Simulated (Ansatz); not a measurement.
Consider the following.

AlRh:
Space group Pm-3m (No. 221); a = 2.9717 Å, b = 2.9717 Å, c = 2.9717 Å, α = 90.00°, β = 90.00°, γ = 90.00°

```csv
atom,site,symmetry,x,y,z
Al,1a,m-3m,0.0000,0.0000,0.0000
Rh,1b,m-3m,0.5000,0.5000,0.5000
```

This is the PBEsol-relaxed structure.

**Question.** All from plane-wave PAW PBEsol (Ansatz code), unless another level is named. Give the density of states at the Fermi level.

**Answer.** 0.22 states/eV per atom (mean over ±0.08 eV).

**Question.** Predict the formation energy from the elements (no fitted shifts).

**Answer.** -1.09 eV/atom.

**Question.** Give the gap with spin–orbit coupling.

**Answer.** none (metallic).

The workflow started from a Materials Project entry (that database holds measured and hypothetical structures alike); the Crystallography Open Database copy checked does not list it. With Al and Rh taken as one species the cell has the higher symmetry Im-3m, so it may be an ordered model of a mixed-site phase. Whether it is the stable phase at ambient conditions was not checked. The PBEsol relaxation kept the symmetry of its start; of distortions, only those at the zone centre were tested. No spin polarisation was allowed. The references are the lowest solids computed at this level, not always the standard phases. Spin–orbit coupling is left out wherever it is not named.

Potentials: the later of the program's two PAW sets.
